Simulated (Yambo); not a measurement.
G0W0@PBEsol for SiO2 (space group Ama2, No. 40) in Yambo. Reference settings: 1×2×2 Γ-centred k mesh, 261 bands and a 7 Ry block in the screening, 261 bands in G with the Bruneval-Gonze terminator, plasmon pole fitted at 27.2 eV. The PBEsol gap Γ → Γ on this mesh is 5.81 eV; G0W0 gaps are taken between the same points.

With and without the terminator, as bands are cut:

```json
[
 {"bands in G (in W)": "100 (261)", "gap, terminator (eV)": "8.710", "gap, none (eV)": "8.403", "valence shift, terminator (eV)": "-1.799", "valence shift, none (eV)": "-1.200"},
 {"bands in G (in W)": "169 (261)", "gap, terminator (eV)": "8.698", "gap, none (eV)": "8.501", "valence shift, terminator (eV)": "-1.815", "valence shift, none (eV)": "-1.455"},
 {"bands in G (in W)": "261 (261)", "gap, terminator (eV)": "8.703", "gap, none (eV)": "8.598", "valence shift, terminator (eV)": "-1.821", "valence shift, none (eV)": "-1.614"}
]
```

Over this range the gap spans 0.012 eV with the terminator and 0.195 eV without, the valence shift 0.022 eV and 0.414 eV. Neither column has reached its limit for certain.

Geometry of the Materials Project entry, not relaxed at this level; primitive cell a = 8.2771 Å, b = 5.0551 Å, c = 5.0551 Å, α = 121.21°, β = 90.00°, γ = 90.00°.

This is not the ordinary phase of the substance; no match was found in the copy of COD used, and its stability was not checked.

A shift is the quasiparticle energy of the state minus its PBEsol energy.
